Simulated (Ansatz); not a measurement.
W, DFT, PBEsol, all-electron LAPW, scalar-relativistic (Ansatz 0.2.0), run on 1 thread of Intel(R) Xeon(R) Platinum 8488C (Sapphire Rapids) on a shared host.

The geometry is COD entry 1534935, unchecked; take it as a test cell. The listed cell was then made from it by scaling, straining or moving an atom.

Command: `ansatz run input.yaml --threads 1 --pin off --max-ram 3072MiB --backend cpu --events-out ev --progress --plain --runs-dir out`

```yaml
crystal:
  lattice:
    - [0.0, 1.9894, 2.03]
    - [1.9894, 0.0, 2.03]
    - [1.9894, 1.9894, 0.0]
  atoms:
    - { symbol: W, position: [0.0, 0.0, 0.0] }
kpoints:
  mp_grid: { grid: [14, 14, 14] }
  band_path:
    path:
      - [0.0, 0.0, 0.0]
      - [0.0, 0.5, 0.5]
      - [0.25, 0.75, 0.5]
      - [0.0, 0.5, 0.0]
      - [0.0, 0.0, 0.0]
      - [0.5, 0.5, 0.0]
      - [0.37005, 0.62995, 0.0]
      - [-0.37005, 0.37005, 0.0]
      - [0.0, 0.0, 0.0]
    npoints: 5
scf:
  occupations: { method: fermi_dirac, width: 0.05 }
hamiltonian:
  xc: pbesol
  pseudopotentials: { kind: all_electron, lapw: { basis_error: 0.001 } }
output:
  forces: true
  stress: true
  eigenvalues: true
```

Task: How large is the problem that the program sets up?

Result: 244 irreducible k-points, 169 plane waves at Γ, 23 bands.

Task: About how long does it take, and how much memory does it use?

Result: 21 s of wall time for 8 SCF iterations, with a peak of 0.49 GiB. Times on shared machines scatter by tens of per cent.
